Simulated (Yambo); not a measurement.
Zn2P2O7 (space group C2/m, No. 12), G0W0@LDA in Yambo; all else as in the reference (2×2×4 Γ-centred k mesh, bands 9 to 201 and a 7 Ry block in the screening, 201 bands in G with the Bruneval-Gonze terminator, plasmon pole fitted at 27.2 eV). One parameter is varied: the cutoff of the wavefunctions in Yambo, over 10, 20, 30, 50, 84 Ry.

Task: From which value on does the gap (0, 0, -0.5) → Γ stay within 0.05 eV of the largest setting?

Result: From 50 Ry on.
```csv
cutoff of the wavefunctions in Yambo (Ry),G0W0 gap (eV),valence shift (eV)
10,5.39,-0.34
20,5.72,-0.71
30,5.97,-1.06
50,6.13,-1.24
84,6.14,-1.25
```
The last step of the sweep still moves the gap by 10 meV; the other settings are held fixed.

Geometry of the Materials Project entry, not relaxed at this level; primitive cell a = b = 5.3532 Å, c = 4.5585 Å, α = β = 99.10°, γ = 103.17°.

The structure is a Materials Project entry; no match was found in the copy of COD used, and its stability was not checked.

A shift is the quasiparticle energy of the state minus its LDA energy.
